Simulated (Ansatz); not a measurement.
Two-dimensional strain map in ZnS

Method: DFT PBE, scalar-relativistic, plane waves, PAW in Ansatz. Cutoff 420 eV, Γ-centred 12×12×6 k-points, Gaussian smearing of 0.05 eV. No spin polarisation. Energies are free energies at this smearing, counted from the undisturbed cell; pressure is positive in compression.

Zero of the scan (as given, not relaxed at this level; it stands at 2.3 GPa):

```yaml
crystal:
  lattice:
    - [3.81100, 0.00000, 0.00000]
    - [-1.90550, 3.30042, 0.00000]
    - [0.00000, 0.00000, 6.23400]
  atoms:
    - { symbol: Zn, position: [0.33333, 0.66667, 0.00000] }
    - { symbol: Zn, position: [0.66667, 0.33333, 0.50000] }
    - { symbol: S, position: [0.33333, 0.66667, 0.38500] }
    - { symbol: S, position: [0.66667, 0.33333, 0.88500] }
```

The cell is strained by p along both x and y and by q along z, fractional coordinates fixed. Points are written (p, q).

Energy above the undisturbed cell in meV/atom (a dash: not computed):

```
 p \ q  -0.080  -0.040  0.000  0.040  0.080
-0.080   430.8   332.4  281.1  261.4  262.3
-0.040   193.0   112.7   77.9   73.5   88.8
 0.000    86.7    21.4    0.0    7.7   34.1
 0.040    70.0    17.9    7.9   25.7   61.2
 0.080   112.8    72.9   73.1   99.7  142.9
```

Pressure in GPa:

```
 p \ q  -0.080  -0.040  0.000  0.040  0.080
-0.080    36.2    29.0   23.6   19.5   16.3
-0.040    20.7    14.9   10.7    7.6    5.4
 0.000    10.5     5.7    2.3    0.0   -1.7
 0.040     3.8    -0.3   -3.0   -4.9   -6.2
 0.080    -0.6    -4.0   -6.3   -7.9   -8.8
```

Gap on the k-mesh in eV:

```csv
p \ q,-0.080,-0.040,0.000,0.040,0.080
-0.080,3.18,3.02,2.58,2.15,1.76
-0.040,2.83,2.82,2.51,2.19,1.89
0.000,2.37,2.37,2.25,2.02,1.79
0.040,2.04,1.96,1.82,1.71,1.56
0.080,1.81,1.63,1.47,1.33,1.23
```